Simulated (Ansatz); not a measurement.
YHg2 (space group P6/mmm)

```
YHg2
1.0
    4.83104     0.00000     0.00000
   -2.41552     4.18380     0.00000
    0.00000     0.00000     3.41948
Y Hg
1 2
Cartesian
  0.00000   0.00000   0.00000
  0.00000   2.78920   1.70974
  2.41552   1.39460   1.70974
```

The slice is a (-1 2 -1 0) plane (indices of the conventional cell) through the point (0.667, 0.333, 0.500) (fractional), spanned by u = [001] and v = [210] in vectors of this cell: u (3.42 Å) and v (8.37 Å, at 90° to u). It covers one period; positions are fractions (u, v).

Calculation: PBEsol (plane waves to 420 eV, PAW, scalar-relativistic; Ansatz, a first-principles code). k mesh 11×11×14. Near the nuclei the fields are pseudised (PAW); where an atom keeps semicore shells as valence, they peak there. Spin-orbit coupling is left out, though Hg is heavy. YHg2 is run without spin polarisation. YHg2 was relaxed with its symmetry unable to fall.

Q: Sketch the valence electron density on this plane as a map.

A: 
```
|@@%%**--..  ..--**%%|
|##**==::..  ..::==**|
|----::..      ..::--|
|::......      ......|
|........::--::......|
|    ..--++++++--..  |
|    ::++**##**++::  |
|  ..--**##**##**--..|
|    ::++**##**++::  |
|    ..--++++++--..  |
|........::--::......|
|::......      ......|
|----::..      ..::--|
|##**==::..  ..::==**|
|@@%%**--..  ..--**%%|
|@@@@##==..  ..==##@@|
|@@%%**--..  ..--**%%|
|##**==::..  ..::==**|
|==--::..      ..::--|
|::::....      ....::|
|==--::..      ..::--|
|##**==::..  ..::==**|
|@@%%**--..  ..--**%%|
|@@@@##==..  ..==##@@|
```
Scale: ten equal steps from -1.12 (start of ' ') to 1.24 (end of '@'), in the order ' .:-=+*#%@'. Values: log₁₀ of the valence density in e/Å³. The map has 10 points along u (two characters each, u = 0 at the left) and 24 along v (v = 0 in the bottom row). The scale is logarithmic, as a density can span decades between atoms and voids.
